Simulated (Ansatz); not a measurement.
**Review of an SCF result for Ca7NiS8**

Ca7NiS8 is taken as a small unrelaxed cell with one substitutional d or f atom, 16 atoms in the cell. One Ca of COD entry 1011236 is replaced by Ni, with no charge compensation. All atoms are displaced slightly at random.

All numbers below come from Ansatz, DFT, PBEsol+U, PAW, plane waves, scalar-relativistic.

```yaml
crystal:
  lattice:
    - [5.686, 0.0, 0.0]
    - [0.0, 11.372, 0.0]
    - [0.0, 0.0, 5.686]
  atoms:
    - { symbol: Ca, position: [0.00529672, 0.99873858, 0.00330193] }
    - { symbol: Ca, position: [0.00197838, 0.50120164, 0.99132963] }
    - { symbol: S, position: [0.50123724, 0.00458365, 0.99844673] }
    - { symbol: S, position: [0.49709535, 0.50739702, 0.99321897] }
    - { symbol: Ca, position: [0.99327873, 0.25327012, 0.50092147] }
    - { symbol: Ca, position: [0.00052326, 0.75025307, 0.49802245] }
    - { symbol: S, position: [0.50034998, 0.25062773, 0.50258157] }
    - { symbol: S, position: [0.48944639, 0.7495108, 0.50620253] }
    - { symbol: Ca, position: [0.50549939, 0.00076443, 0.51005285] }
    - { symbol: Ca, position: [0.50743351, 0.49564093, 0.49900107] }
    - { symbol: S, position: [0.99950148, 0.99870731, 0.50544571] }
    - { symbol: S, position: [0.98526047, 0.50260856, 0.50168054] }
    - { symbol: Ca, position: [0.51626585, 0.25105914, 0.99779856] }
    - { symbol: Ni, position: [0.50776024, 0.74523016, 0.00316233], spin: 2.0 }
    - { symbol: S, position: [0.01315501, 0.25651755, 0.99562075] }
    - { symbol: S, position: [0.99415268, 0.75066262, 0.00699486] }
  symmetry: { detect: false, time_reversal: true }
magnetization:
  spin_polarized: true
hamiltonian:
  xc: pbesol
  pseudopotentials: { kind: paw }
  hubbard:
    sites:
      - { site: 13, l: d, u_eff: 6.2, starting_ns: [{ spin: up, occupation_matrix: s13up }, { spin: down, occupation_matrix: s13down }] }
    occupation_matrices:
      s13up:
        matrix:
          - [0.999999, 0.0, 0.0, 0.0, 0.0]
          - [0.0, 0.999999, 0.0, 0.0, 0.0]
          - [0.0, 0.0, 0.999999, 0.0, 0.0]
          - [0.0, 0.0, 0.0, 0.999999, 0.0]
          - [0.0, 0.0, 0.0, 0.0, 0.999999]
      s13down:
        matrix:
          - [0.999999, 0.0, 0.0, 0.0, 0.0]
          - [0.0, 0.999999, 0.0, 0.0, 0.0]
          - [0.0, 0.0, 1.0e-06, 0.0, 0.0]
          - [0.0, 0.0, 0.0, 1.0e-06, 0.0]
          - [0.0, 0.0, 0.0, 0.0, 0.999999]
basis:
  ecutwfc: 420
kpoints:
  mp_grid: { grid: [2, 1, 2] }
scf:
  occupations: { method: gaussian, width: 0.01 }
  lower_state_search: "off"
  max_iter: 200
output:
  forces: true
  stress: true
  write_density: true
  write_potential: true
  elf: true
  volumetric_format: npy
```

Command:
```sh
ansatz run input.yaml --threads 4 --pin off --max-ram 9216MiB --backend cpu --events-out ev --progress --plain --runs-dir out
```

It took 16 s on 4 threads of AMD EPYC 7R43 64-Core Processor (Zen 3) (shared host), peak memory 1 GiB.

The end of the output:

```
SCF converged after 30 iterations
Magnetization: 2.0000 μB (69.0000 up, 67.0000 down)
Absolute magnetization: 2.0354 μB (∫|ρ↑−ρ↓|, with the PAW one-centre terms)
Spin contamination: 0.0040 ħ² per cell (⟨S²⟩ above its minimum at these occupations)
Per-site moments (μB) at R_I (Å): [(-0.0004, 1.1635), (-0.0003, 1.1481), (0.0119, 1.1456), (0.0176, 1.1161), (-3.7334e-5, 1.1562), (-0.0010, 1.1469), (0.0011, 1.1494), (0.0338, 1.1469), (0.0005, 1.1456), (0.0007, 1.1212), (0.0006, 1.1587), (0.0008, 1.1212), (0.0033, 1.1567), (1.7876, 1.1161), (0.0022, 1.1481), (0.0652, 1.1411)]
Free energy (F): -25467.183552 eV
Harris-Foulkes:  -25467.183552 eV  (|F-HF|=2.57e-8)
Internal energy: -25467.183552 eV  (E = F + TS)
E sigma→0 (E₀):  -25467.183552 eV
Fermi energy:    6.040183 eV
--- Specified on-site occupations, and those of the state reported ---
  electrons in the specified blocks: 8.0000 specified, 8.2131 found
  site 13 (l=d) ↓: largest change of an orbital's occupation 0.5504; electrons 3.0000 specified, 3.2190 found; spectral distance 0.2005
  site 13 (l=d) ↑: largest change of an orbital's occupation 0.0024; electrons 5.0000 specified, 4.9941 found; spectral distance 0.0032
--- Forces (eV/Å), atoms counted from 1 ---
  atom   1  Ca    -0.02424379    -0.03600554     0.02075891
  atom   2  Ca    -0.01567987     0.24954322     0.19002613
  atom   3  S      0.07843134    -0.37442303     0.20943215
  atom   4  S      0.06707568     0.35826702     0.17897111
  atom   5  Ca     0.24966652    -0.12882724    -0.08708435
  atom   6  Ca    -0.14499223     0.01534132     0.13097553
  atom   7  S     -0.04017626     0.00186061    -0.11491546
  atom   8  S      0.23341236     0.02066754    -0.03682857
  atom   9  Ca    -0.11175549    -0.23126602    -0.20043734
  atom  10  Ca    -0.35710524     0.42322107    -0.09092142
  atom  11  S      0.02820630     0.20588255    -0.07946729
  atom  12  S      0.37995484    -0.16417398    -0.16661679
  atom  13  Ca    -0.21615241     0.00261040     0.08963469
  atom  14  Ni     0.26116262    -0.15694894    -0.04152116
  atom  15  S     -0.10922487    -0.20458658     0.15144961
  atom  16  S     -0.27858096     0.01884638    -0.15345611
--- Stress (GPa, compression-positive) ---
       -2.909736      -0.023611      -0.003536
       -0.023650      -2.647272       0.006481
       -0.003552       0.006532      -2.657517
  P = ⅓ Tr σ = -2.7382 GPa (-27.382 kbar)
```

The mesh is coarse, so energy differences (and at times their sign) aren't converged.

A static U favours moments and orbital order; the result depends on U and need not be the measured state. With one magnetic atom in the cell its copies can only be parallel; orders in a larger cell may lie lower.

Site moments are taken inside atomic spheres and don't add up to the total.

Eigenvalues of the Hubbard occupation matrices: Ni14 up 1.00 1.00 1.00 1.00 1.00, down 0.03 0.20 1.00 1.00 1.00.

Task: Has the SCF ended in the lowest solution? If not, by how much is it too high?

Result: No, on this mesh. A state 18.4 meV/atom (0.294 eV per cell) lower exists in this cell: spin-polarised, site moments S3 0.03, S4 0.04, S7 0.00, S8 0.05, S11 0.00, S12 0.00, Ni14 1.75, S15 0.00, S16 0.05 μB, total 2.00 μB per cell, a gap of 0.79 eV on the k-mesh. It was reached from: usual moment, default search for lower states [Ni14 2.00 μB]; usual moment times 0.65, plain SCF [Ni14 1.30 μB]. Its occupation eigenvalues are Ni14 up 1.00 1.00 1.00 1.00 1.00, down 0.12 0.15 1.00 1.00 1.00. The wrong state matters: forces differ by up to 0.23 eV/Å (largest force 0.62 there, 0.56 eV/Å here). Signs that this run gave and the runs to the lower state didn't: a negative reading of the dielectric operator (it may be a saddle point). States within about 5 meV/atom are too close for this mesh, smearing and search to settle their order. Only collinear orders within this cell were tried; the true ground state may need a larger cell.
